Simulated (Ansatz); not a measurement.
## SnSe: zone-centre modes

These are results of DFT r2SCAN, scalar-relativistic, plane waves, PAW (Ansatz), not measurements. The runs took a 500 eV cutoff, a Γ-centred 6×6×4 mesh and Gaussian smearing (0.05 eV). No spin polarisation.

Zero of the scan (as given, not relaxed at this level; this form isn't the usual structure):

```
Sn Se
1.0
     4.28533    0.00000    0.00000
     0.00000    4.28533    0.00000
     0.00000    0.00000   10.99069
Sn Se
2 2
Cartesian
  2.1427 0.0000 4.0911
  0.0000 2.1427 6.8996
  2.1427 0.0000 6.7707
  0.0000 2.1427 4.2200
```

The cell holds layers and no dispersion correction was added, so their binding is poorly described.

Harmonic modes by finite displacements of 0.02 Å, without the LO–TO term.

Task: At this geometry, is the structure stable against these modes?

Result: No: 2 modes are unstable, the strongest at 61i cm⁻¹.

Task: List the wavenumbers in cm⁻¹.

Result: 61i, 61i, 0, 0, 0, 21, 21, 56, 95, 95, 175, 202.

Cost: 1 run of about 2.2 core-minutes, on Intel Xeon 6975P-C (Granite Rapids) (shared hosts).